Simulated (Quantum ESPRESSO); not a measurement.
# Where does P sit best among As sites?

Calculated results; nothing here was measured. They come from pw.x of Quantum ESPRESSO 7.5, a plane-wave density functional program, with PseudoDojo standard norm-conserving files (v0.5 for PBE, v0.4.1 for LDA and PBEsol). The cells are made up: elements, strain and atom displacements were drawn at random, and nothing was relaxed. There is no spin polarisation, spin-orbit coupling or dispersion term.

The cell has 8 sites of a zincblende or diamond lattice. Sites 1 to 4 hold Al Al In Mg; sites 5 to 8 hold X X X X. Cell vectors in Å: (5.798, 0.000, 0.000); (0.000, 5.798, 0.000); (0.000, 0.000, 5.798). Settings: PBE, cutoff 1143 eV, 6 x 6 x 6 k mesh shifted by half a step, Fermi-Dirac smearing of 0.1 eV.

In each run one of the sites marked X holds P and the others hold As; cell and positions stay the same. E is the free energy of the cell.

```
site of the guest  first shell  mean distance (Å)  E above the lowest (eV)  P (GPa)  force on the guest (eV/Å)
                5      Al2InMg              2.536                    0.163     3.40                      1.141
                6      Al2InMg              2.557                    0.170     3.41                      1.189
                7      Al2InMg              2.491                    0.006     3.18                      1.872
                8      Al2InMg              2.472                    0.000     3.20                      1.565
```

A rerun of one of these cells at 1437 eV and k mesh 8 x 8 x 8 moved values by no more than 0.004 eV in the cell's energy, 0.02 GPa in stress and 0.007 eV/Å in force.

## Reading the table

Sites 8 and 7 are too close to be ranked against the rerun's bound. A straight line of energy against the mean distance has a slope of 2.3 ± 0.5 eV/Å, so the guest costs less on the tighter sites. The positions are random and not relaxed, so the differences hold for this frozen cell and are not site preferences of a real crystal.